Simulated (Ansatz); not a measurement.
C:
```cif
data_C12
_chemical_formula_sum 'C12'
_space_group_name_H-M_alt 'P63/mmc'
_space_group_IT_number 194
_space_group_name_Hall '-P 6c 2c'
_cell_length_a 2.51231
_cell_length_b 2.51231
_cell_length_c 12.39174
_cell_angle_alpha 90.000
_cell_angle_beta 90.000
_cell_angle_gamma 120.000
loop_
_atom_site_label
_atom_site_type_symbol
_atom_site_symmetry_multiplicity
_atom_site_Wyckoff_symbol
_atom_site_fract_x
_atom_site_fract_y
_atom_site_fract_z
_atom_site_occupancy
C1 C 4 f 0.66667 0.33333 0.14506 1
C2 C 4 f 0.66667 0.33333 0.02076 1
C3 C 4 e 0.00000 0.00000 0.18683 1
```

Relaxed with r²SCAN.

Task: Decompose the optical modes at the zone centre into irreducible representations, and say which are infrared and Raman allowed.

Result: Point group 6/mmm: Γ_opt = 3A1g + 2A2u + 3B1g + 3B2u + 3E1g + 2E1u + 3E2g + 3E2u. Infrared: A2u, E1u. Raman: A1g, E1g, E2g.

Task: Assign frequencies (DFPT, r²SCAN (plane waves, PAW; program Ansatz)).

Result: E2u 295, E2g 305, E1g 485, B1g 490, B2u 496, E1u 499, E2u 554, A2u 880, A1g 884, B2u 1058, E2g 1219, E1u 1234, E1g 1248, B1g 1280, E2g 1293, E2u 1294, A1g 1300, B2u 1316, A2u 1322, E1g 1325, A1g 1329, B1g 1337 cm⁻¹.

Subscripts of B labels follow the axes of the standard setting.

Space group P6_3/mmc. The workflow started from a Materials Project entry (that database holds measured and hypothetical structures alike). Its sites differ from those of the usual phase in this space group: another stacking or structure type. The cell was relaxed with r²SCAN under the symmetry of its start; phonons on a q-mesh show no instability.

Potentials: the later of the program's two PAW sets.
